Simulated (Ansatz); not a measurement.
A distorted cell of AlRu (CsCl type):

```yaml
crystal:
  lattice:
    - [3.00370, 0.00000, 0.00000]
    - [0.00000, 3.00370, 0.00000]
    - [0.00000, 0.00000, 3.00370]
  atoms:
    - { symbol: Al, position: [0.00000, 0.00000, 0.95006] }
    - { symbol: Ru, position: [0.50000, 0.50000, 0.51333] }
```

Calculation: PBE (plane waves to 420 eV, PAW, scalar-relativistic; Ansatz, a first-principles code). k mesh 15×15×15 (Γ-centred), Fermi-Dirac smearing 0.05 eV. Stress and pressure are positive under compression. With partly filled bands, energies and forces of such displacements shift with the k mesh and the smearing. AlRu is run without spin polarisation. AlRu was relaxed with its symmetry unable to fall.

### Question
What forces act on the atoms (eV/Å, Cartesian)?

### Answer
```tsv
atom	Fx	Fy	Fz
Al1	0.000	0.000	1.399
Ru2	0.000	0.000	-1.399
```

### Question
Give the stress tensor in GPa and the pressure.

### Answer
```
    3.5      0.0      0.0
    0.0      3.5      0.0
    0.0      0.0      0.9
```
The pressure, a third of the trace, is 2.6 GPa.

(For displaced atoms, the force is minus the slope of the energy, and its curvature is a force constant, which sets phonon frequencies.)
